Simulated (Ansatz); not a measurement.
SiO2 (rutile, P4_2/mnm), plane-wave PAW PBEsol (Ansatz code). The conduction-band minimum lies at Γ, with 1 equivalent valley. Second derivatives d²E/dk² of the lowest band at one valley (eV·Å²), along Cartesian directions:

| direction | d²E/dk² |
|---|---|
| [100] | 16.12 |
| [010] | 16.12 |
| [001] | 20.43 |
| [110] | 16.12 |
| [101] | 18.27 |
| [011] | 18.27 |

**Question.** Find the principal effective masses, the density-of-states mass and the conductivity mass.

**Answer.** Off-diagonal terms follow from H_xy = H[110] − (H_xx + H_yy)/2, and m*/mₑ = 7.620 eV·Å² over each eigenvalue: 0.37, 0.47, 0.47. One valley's DOS mass (m₁m₂m₃)^(1/3) = 0.44, conductivity mass 3/(Σ 1/mᵢ) = 0.43 mₑ.

**Question.** What effective density of states Nc follows at 300 K for parabolic valleys?

**Answer.** Nc = 2.509e19 × 1 × (0.44)^(3/2) ≈ 7.3e18 cm⁻³.

This is a known high-pressure phase of the composition, computed here at zero pressure and temperature. The cell was relaxed with PBEsol under the symmetry of its start; whether a distortion lowers the energy is not shown.

Potentials: the earlier of the program's two PAW sets. The files were generated under PBE; for other functionals the program regenerates the frozen cores, and for LDA and PBEsol the local potential too.

Edges and masses are those of Kohn–Sham bands, whose gap is no quasiparticle gap.
